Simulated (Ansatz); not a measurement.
RbGdO2 (R-3m); volume scaled by 0.86.

```
CELL_PARAMETERS angstrom
1.68702 0.97400 6.20665
-1.68702 0.97400 6.20665
0.00000 -1.94800 6.20665
ATOMIC_POSITIONS crystal
Rb 0.00000 0.00000 0.00000
Gd 0.50000 0.50000 0.50000
O 0.22000 0.22000 0.22000
O 0.78000 0.78000 0.78000
```

The reference geometry is a structure as deposited in COD; nothing is relaxed.

Settings: PBEsol, 9×9×9 k mesh, Fermi–Dirac smearing of 0.08 eV. PAW means Ansatz 0.2.0 on its default frozen-core files. Site moments are integrated in spheres about the atoms. Start moments (μB): Gd2 7.

Iteration by iteration:

```
iteration  Harris–Foulkes energy less the last (meV)  density residual (eV)  M (μB)  ∫|m| (μB)
        1                                   -450.245                2.7e+00  7.0000     7.0000
        2                                    149.879                3.3e-01  7.0000     7.0000
        3                                    108.456                1.0e-01  7.0000     7.0000
        4                                     -2.851                2.0e-02  7.0000     7.0000
        5                                      0.172                6.9e-03  7.0000     7.0001
        6                                      0.593                6.3e-04  7.0000     7.0001
        7                                      0.114                4.4e-05  7.0000     7.0002
        8                                      0.014                1.7e-06  7.0000     7.0004
        9                                      0.000                5.4e-08  7.0000     7.0006
       10                                      0.000                3.2e-08  7.0000     7.0006
```

Site moments (μB): Rb1 0.01, Gd2 6.70, O3 0.01, O4 0.01. Cell moment 7.00 μB.

The PAW files were made with PBE; the program remakes their cores once for the run's functional and then keeps them frozen. Without U a semilocal functional puts the f levels too near the Fermi level, which can change moments and the order of magnetic states; site and cell moments are spin moments. Spin–orbit coupling is left out although heavy atoms are present. With open f shells a run can end in a state that isn't the lowest. These are results for the start and cell typed. The real compound can order otherwise, in a larger cell, or not at all, since semilocal functionals without spin fluctuations often overstate magnetism; near a collapse of the moment, mesh and smearing move it by tens of per cent.
